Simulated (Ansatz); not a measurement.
Course of a relaxation: Ga2GeSe3

A trial structure of Ga2GeSe3 was built thus: random cell by space group and Wyckoff sites (I4mm, No. 107). Lengths were set from tabulated atomic sizes, so they are only a guess.

```
Ga Ge Se
1.0
    -2.97705    2.97705    4.49864
     2.97705   -2.97705    4.49864
     2.97705    2.97705   -4.49864
Ga Ge Se
2 1 3
Direct
  0.97948 0.47948 0.50000
  0.47948 0.97948 0.50000
  0.50380 0.50380 0.00000
  0.28547 0.28547 0.00000
  0.21478 0.71478 0.50000
  0.71478 0.21478 0.50000
```

Theory: DFT PBE, scalar-relativistic, plane waves, PAW (Ansatz). Cutoff 420 eV, Gaussian smearing, Γ-centred meshes. Cell and atoms relax first on a coarse mesh and then on a finer one. In between, the cell is made exact in the group found at 0.06 Å. In metals the finer mesh still leaves noise of several meV/atom or more. The steps can't lower the symmetry of their start. No spin polarisation.

Steps on the 4×4×4 mesh (6 atoms, 10 steps). The free energy counts from the last step; the plane-wave basis is renewed at times, which shifts energy and pressure.

```tsv
step	ΔF (meV/atom)	V (Å³/atom)	P (GPa)	largest force component (eV/Å)
1	625.1	26.58	15.50	8.166
2	261.7	28.63	3.90	1.074
3	182.5	29.98	-0.30	0.672
4	75.4	28.91	-2.12	0.728
5	11.3	26.82	-1.71	0.294
6	14.2	25.42	0.43	0.344
7	3.0	26.07	-0.60	0.071
8	1.9	25.48	0.43	0.055
9	1.5	25.74	-0.03	0.017
10	0.0	25.74	0.08	0.018
```

The relaxed structure, after a last relaxation on the converged mesh:

```
Ga Ge Se
1.0
    -2.76410    2.76410    5.13627
     2.76410   -2.76410    5.13627
     2.76410    2.76410   -5.13627
Ga Ge Se
2 1 3
Direct
  0.99160 0.49160 0.50000
  0.49160 0.99160 0.50000
  0.48102 0.48102 0.00000
  0.23186 0.23186 0.00000
  0.24085 0.74085 0.50000
  0.74085 0.24085 0.50000
```

The symmetry stays I4mm (No. 107). The volume per atom shrinks by 1.6 %, from 26.6 to 26.2 Å³. The shortest distance goes from 1.96 Å (Ge–Se) to 2.56 Å (Ga–Se and Ge–Se). The ratio c/a of the conventional cell changes by a factor of 1.23. The energy falls by about 0.59 eV/atom (the start's value is from the coarse mesh). Around Ga lie 2 Se at 2.56–2.58 Å and 2 Ge at 2.77 Å; Ge has 1 Se at 2.56 Å and 4 Ga at 2.77 Å; around Se on a site of symmetry 4mm lie 1 Ge at 2.56 Å and 4 Se at 2.77 Å; 1 more site not described.

```
Volume per atom                             : 26.16 Å³
Density                                     : 4.75 g/cm³
Formation energy                            : +0.10 eV/atom
Gap on the 10×10×10 mesh of the 6-atom cell : 0 eV (a metal)
```

The zero of energy is the elements' standard structures at the same level; no fitted shifts are applied.

The last run used Gaussian smearing of 0.10 eV. The reference form of Se is held partly by dispersion forces, which this level lacks. Symmetry constrained the relaxation, so the result can be a saddle point. In all, the 3 runs took 19 min on 1 thread of Intel(R) Xeon(R) Processor @ 2.50GHz (Skylake/Cascade Lake) (shared host). Another cell of Ga2GeSe3 relaxed alike, in P-4m2, lies 268 meV/atom lower, so this cell isn't the stable form at this level.
